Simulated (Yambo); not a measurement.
LiNbO$_{3}$ (centrosymmetric, paraelectric, space group R-3c, No. 167): one transition space (6×6×6 mesh, 12 valence and 5 conduction bands, Tamm-Dancoff) with different kernels in Yambo, on PBEsol orbitals; field along x. BSE alone uses the static screening with 75 bands and a 3 Ry block; its scissor and those of RPA and TDDFT come from G0W0, that of the TDHF-type run from bare exchange. Axes are Cartesian, with cell vectors (Å) (2.63, 1.52, 4.63), (-2.63, 1.52, 4.63), (0.00, -3.04, 4.63).

```json
[
 {"kernel": "BSE (screened electron-hole attraction)", "scissor (eV)": "1.22", "direct gap with it (eV)": "3.72", "lowest state (eV)": "3.44 (dark)", "rough cost": "1 (with the screening)"},
 {"kernel": "RPA (no attraction)", "scissor (eV)": "1.22", "direct gap with it (eV)": "3.72", "lowest state (eV)": "3.72 (weak)", "rough cost": "about 1/7"},
 {"kernel": "TDHF-type (unscreened attraction, exchange-only scissor)", "scissor (eV)": "10.98", "direct gap with it (eV)": "13.47", "lowest state (eV)": "9.06 (dark)", "rough cost": "about 1/4"}
]
```

Costs are rough.

RPA leaves the lowest state at the direct gap: no bound exciton. These are vertical excitations (zero momentum); the indirect quasiparticle gap, about 3.60 eV, is smaller than the direct one (3.72 eV on the GW mesh). Spin singlets only. Strong means a line over 3 % of the spectrum's maximum, dark under 0.03 %. Absolute energies carry the error of the G0W0 scissor, whose convergence isn't established; the long-wavelength screening was taken along (1,1,1) although the crystal is anisotropic. On a 2×2×2 mesh the BSE binding is 0.54 eV, so it isn't converged.

Spin-orbit coupling is not included.

Geometry of the Materials Project entry, not relaxed at this level; primitive cell a = 5.5437 Å, b = 5.5437 Å, c = 5.5437 Å, α = 56.75°, β = 56.75°, γ = 56.75°.

This is not the ordinary phase of the substance.
